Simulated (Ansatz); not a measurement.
One crystal and one scan (scan of one atom of the cell) at two levels, PBE (plane waves to 420 eV, PAW, scalar-relativistic; Ansatz, an electronic-structure program) and r2SCAN (plane waves to 500 eV, PAW, scalar-relativistic; Ansatz), each from its own relaxed cell and on its own mesh. The cell shown is that of PBE.

Starting cell, HfN (rock salt):

```xyz
2
Lattice="0.0000 2.2739 2.2739 2.2739 0.0000 2.2739 2.2739 2.2739 0.0000" Properties=species:S:1:pos:R:3 pbc="T T T"
N      0.0000     0.0000     0.0000
Hf     2.2739     2.2739     2.2739
```

In this cell atom 1 (N, nearest neighbour Hf at 2.274 Å; its periodic images, 3.2 Å or more away, move with it) is moved by s along Cartesian x, unit vector (1.000, 0.000, 0.000); all other atoms and the cell stay fixed.

The energy includes the smearing's −TS. HfN is run without spin polarisation. HfN was relaxed with its symmetry unable to fall. Spin-orbit coupling is left out, though Hf is heavy. (PBE) Left out: 2 of 11 points, with atoms too close for the PAW data. (r2SCAN) Left out: 2 of 11 points, with atoms too close for the PAW data. With partly filled bands, energies and forces of such displacements shift with the k mesh and the smearing. Percentages come from the unrounded values. Both scans cover s from -0.360 to 0.360 Å.

Results of PBE:

```
Property                                                                                                                   Value
----------------------------------------------------------------  --------------------------------------------------------------
Lattice constant a (Å)                                                                                                     4.548
Energy at s = 0.360 Å (meV/cell)                                                                                             789
Force along the line at s = -0.360 Å (eV/Å)                                                                                4.905
Force constant k = d²E/ds² at s = 0 (finite differences) (eV/Å²)                                                           10.89
Zone-centre optical wavenumber from k (cm⁻¹)                                                                                 477
Symmetry of the curve                                                                              even: the same for both signs
Shape of the curve                                                a single well with its minimum at or next to zero displacement
```

Task: Estimate the r2SCAN values.

Result: 
| quantity | r2SCAN | PBE − r2SCAN |
|---|---|---|
| Lattice constant a (Å) | 4.525 | +0.023 (+0.5 %) |
| Energy at s = 0.360 Å (meV/cell) | 832 | -43 (-5.2 %) |
| Force along the line at s = -0.360 Å (eV/Å) | 5.148 | -0.243 (-4.7 %) |
| Force constant k = d²E/ds² at s = 0 (finite differences) (eV/Å²) | 11.50 | -0.61 (-5.4 %) |
| Zone-centre optical wavenumber from k (cm⁻¹) | 491 | -14 (-2.7 %) |

PBE gives the higher value for: lattice constant a. PBE gives the lower value for: energy at s = 0.360 Å; force along the line at s = -0.360 Å; force constant k = d²E/ds² at s = 0; zone-centre optical wavenumber from k. Both give the same symmetry of the curve: even: the same for both signs.

(For displaced atoms, the force is minus the slope of the energy, and its curvature is a force constant, which sets phonon frequencies.)
